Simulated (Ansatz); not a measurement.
## K: energy along a strain

K, Cmcm, a = 4.876 Å, b = 8.095 Å, c = 7.812 Å (as given, not relaxed at this level: -0.3 GPa). This isn't the element's structure at ambient conditions. Ansatz: PBEsol, PAW, 420 eV, Γ-centred 12×12×6 mesh on 2 atoms, Gaussian smearing 0.15 eV; no spin polarisation. Cell vectors (Å): 2.438 -4.048 0.000; 2.438 4.048 0.000; 0.000 0.000 7.812. The cell is strained by x per cent times the pattern (0 0 0 0 1 0) in the order xx yy zz yz xz xy (engineering shears), with fractional coordinates held. y is the free energy over the start, V0 = 77.086 Å³/atom. Symmetry makes y even in x.

| x (%) | y (meV/atom) |
| --- | --- |
| -4.00 | ? |
| -2.00 | 0.13 |
| 0.00 | 0.00 |
| 1.00 | 0.03 |
| 2.50 | 0.21 |
| 3.00 | 0.29 |
| 3.50 | 0.40 |

Problem. Fit y = c2 x² + c4 x⁴ to the other rows, get the stiffness along the pattern, and predict the missing energy.

Solution. Least squares on the rows shown. y = 0.03296 x² − 3.185×10⁻⁵ x⁴. The clamped-ion stiffness p·C·p = 2 × 0.3296 eV × 160.2 / 77.086 Å³ = 1.4 GPa, which is C55 in these axes. At x = -4.00 the fit asked for gives 0.52 meV/atom. The run gave 0.52 meV/atom, the same to the digits shown.